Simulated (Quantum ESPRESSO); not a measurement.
# GaZr2TaO8: a curve over one atom's position

Computed values, not a measurement. The program is pw.x of Quantum ESPRESSO 7.5 (plane-wave density functional theory). The cell is made up: 12 atoms on a rutile lattice, with randomly drawn elements, strain and displacements, not relaxed. PseudoDojo standard norm-conserving files (v0.5 for PBE, v0.4.1 for LDA and PBEsol) set the functional; there is no spin polarisation, spin-orbit coupling or dispersion term, and the masses in the input are unused placeholders.

Seven runs move atom 1 (Ga, counted in the order of the input) along y and keep all else fixed.

Input of the run at +0.0194:

```
&control calculation='scf', pseudo_dir='./dojo.nc.sr.pbe.v0_5.standard.upf', outdir='./o', disk_io='low', tprnfor=.true., tstress=.true. /
&system ibrav=0, nat=12, ntyp=4, nbnd=55, ecutwfc=84.00895049, nosym=.true., tot_charge=0,
 occupations='smearing', smearing='fd', degauss=0.0018374661
/
&electrons conv_thr=7.350e-09, electron_maxstep=60, /
ATOMIC_SPECIES
Ga 1.0 Ga.upf
O 1.0 O.upf
Ta 1.0 Ta.upf
Zr 1.0 Zr.upf
CELL_PARAMETERS angstrom
4.7901 -0.0278 0.0248
-0.0278 4.7164 -0.0332
0.0331 -0.0443 6.4897
ATOMIC_POSITIONS angstrom
Ga 0.1854 -0.1288 -0.11
Zr 2.2769 2.2986 1.7547
Ta 0.1137 0.0267 3.1871
Zr 2.348 2.3347 4.9444
O 1.4247 1.4034 -0.2042
O 3.3077 3.1726 -0.1429
O 3.7443 0.8628 1.5791
O 1.0217 3.9085 1.5857
O 1.5737 1.4249 3.392
O 3.4493 3.0828 3.2985
O 3.868 0.9027 4.8773
O 0.9428 3.7621 4.9684
K_POINTS automatic
5 5 4 1 1 1
```

| shift of atom 1 along y (Å) | free energy less that of the input shown (eV) | Fx on atom 1 (eV/Å) | Fy on atom 1 (eV/Å) | Fz on atom 1 (eV/Å) | pressure (GPa) | next band up at Gamma (eV) | iterations |
| --- | --- | --- | --- | --- | --- | --- | --- |
| -0.1142 | 0.3160 | -3.338 | 2.865 | 2.584 | 4.98 | 1.369 | 16 |
| -0.0836 | 0.2315 | -3.200 | 2.656 | 2.287 | 4.75 | 1.371 | 16 |
| -0.0525 | 0.1524 | -3.071 | 2.422 | 1.999 | 4.53 | 1.374 | 17 |
| -0.0311 | 0.1025 | -2.991 | 2.249 | 1.808 | 4.39 | 1.375 | 17 |
| +0.0194 | 0.0000 | -2.833 | 1.800 | 1.387 | 4.14 | 1.378 | 17 |
| +0.0575 | -0.0615 | -2.751 | 1.424 | 1.098 | 4.00 | 1.379 | 17 |
| +0.0690 | -0.0772 | -2.733 | 1.305 | 1.015 | 3.96 | 1.379 | 16 |

A cubic fit gives dFy/dy = -9.02 eV/Å² at zero shift. Across the table the free energy follows the integral of the force to within 0.1 meV. A rerun of one of the cells at 1467 eV and a 7 x 7 x 6 mesh moved values by no more than 0.004 eV in energy, 0.04 GPa in stress and 0.004 eV/Å in force. The band column is the level of band 50 at Gamma less that of band 49, whose number is half the electron count, rounded up; it comes from a band step after each run.